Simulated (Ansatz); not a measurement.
MoP in space group P-6m2 (No. 187; Mo on 1a, P on 1d), DFT-PBE in the program Ansatz with PAW potentials, all energies at zero smearing, with the estimated change up to a 700 eV cutoff added, with one set of potentials and settings (totals compare only within such a set). Cell of 2 atoms (1 Mo, 1 P): -5713.103 eV.

```tsv
element	reference phase	E (eV/atom)
Mo	Im-3m, 1 atoms in the cell	-4956.0557
P	Cmce, 4 atoms in the cell	-755.6733
```

Formation energy per atom, worked out: (-5713.103 − 1×(-4956.0557) − 1×(-755.6733))/2 = -0.687 eV/atom (-66 kJ per mol of atoms), at 0 K, without zero-point energy or fitted corrections.

The cell was relaxed with PBE under the symmetry of its start. The run is not spin-polarised. The references are the lowest solids computed at this level, not always the standard phases.

Potentials: the earlier of the program's two PAW sets.
